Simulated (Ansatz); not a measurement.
TaAl:
```cif
data_AlTa
_chemical_formula_sum 'Ta1 Al1'
_space_group_name_H-M_alt 'P 1'
_space_group_IT_number 1
_cell_length_a 2.82199
_cell_length_b 2.82199
_cell_length_c 4.15950
_cell_angle_alpha 90.000
_cell_angle_beta 90.000
_cell_angle_gamma 90.000
loop_
_space_group_symop_operation_xyz
  'x, y, z'
loop_
_atom_site_label
_atom_site_type_symbol
_atom_site_fract_x
_atom_site_fract_y
_atom_site_fract_z
_atom_site_occupancy
Ta1 Ta 0.00000 0.00000 0.00000 1
Al1 Al 0.50000 0.50000 0.50000 1
```

Relaxed with r²SCAN.

Problem. Which orbitals make up the states near the Fermi level in r²SCAN (plane waves, PAW; program Ansatz)?

Solution. Within 0.5 eV of the Fermi level: Ta 5d 74 %, Al 3p 14 %, Ta 6s 7 %. Projections are on Löwdin-orthogonalised atomic valence shells; empty p or d shells of many metals are not among them.

Problem. Tabulate the density of states.

Solution. States/eV per cell of 2 atoms, in 0.25 eV bins, energy from the Fermi level.

```csv
E (eV),total,Ta 5d,Al 3p,Al 3s
-7.85,0.38,0.05,0.13,0.13
-7.60,0.39,0.06,0.14,0.13
-7.35,0.42,0.08,0.15,0.13
-7.10,0.45,0.09,0.16,0.13
-6.85,0.49,0.12,0.17,0.13
-6.60,0.55,0.16,0.17,0.15
-6.35,0.64,0.22,0.18,0.17
-6.10,0.60,0.19,0.19,0.14
-5.85,0.53,0.17,0.17,0.12
-5.60,0.49,0.16,0.16,0.10
-5.35,0.52,0.19,0.17,0.10
-5.10,0.76,0.35,0.19,0.14
-4.85,0.75,0.34,0.20,0.13
-4.60,0.68,0.29,0.22,0.08
-4.35,0.71,0.27,0.24,0.06
-4.10,0.84,0.37,0.29,0.06
-3.85,1.10,0.54,0.38,0.05
-3.60,1.43,0.73,0.53,0.04
-3.35,1.26,0.73,0.42,0.03
-3.10,1.28,0.76,0.42,0.04
-2.85,1.50,0.87,0.50,0.05
-2.60,1.63,0.95,0.54,0.06
-2.35,1.46,0.92,0.41,0.05
-2.10,1.42,1.04,0.29,0.04
-1.85,1.61,1.19,0.31,0.03
-1.60,1.43,1.01,0.33,0.02
-1.35,1.43,1.04,0.30,0.01
-1.10,1.25,0.91,0.24,0.01
-0.85,1.12,0.81,0.21,0.01
-0.60,1.06,0.75,0.19,0.02
-0.35,0.89,0.64,0.13,0.01
-0.10,0.63,0.46,0.09,0.00
0.15,0.80,0.60,0.10,0.01
0.40,0.87,0.65,0.12,0.01
0.65,1.07,0.82,0.14,0.01
0.90,1.24,0.96,0.15,0.01
1.15,1.42,1.08,0.16,0.02
1.40,1.20,0.87,0.17,0.03
1.65,1.40,1.01,0.20,0.04
1.90,1.49,1.07,0.20,0.06
2.15,1.76,1.31,0.22,0.07
2.40,1.87,1.42,0.23,0.05
2.65,1.49,1.12,0.18,0.05
2.90,1.35,1.01,0.17,0.05
3.15,1.26,0.93,0.16,0.05
3.40,1.15,0.81,0.15,0.07
3.65,1.03,0.66,0.15,0.09
3.90,0.95,0.51,0.18,0.12
4.15,0.98,0.48,0.20,0.13
4.40,0.99,0.47,0.21,0.15
4.65,1.02,0.45,0.22,0.17
```

Space group P4/mmm (L1₀ or tetragonal B2). The start of the workflow was typed in or built on a structure type; neither database checked (COD, Materials Project) lists it. Whether it is the stable phase at ambient conditions was not checked. Symmetry was held in the r²SCAN relaxation; its stability against distortions is not shown here. The run is not spin-polarised. Spin–orbit coupling is left out wherever it is not named.

Potentials: the earlier of the program's two PAW sets.
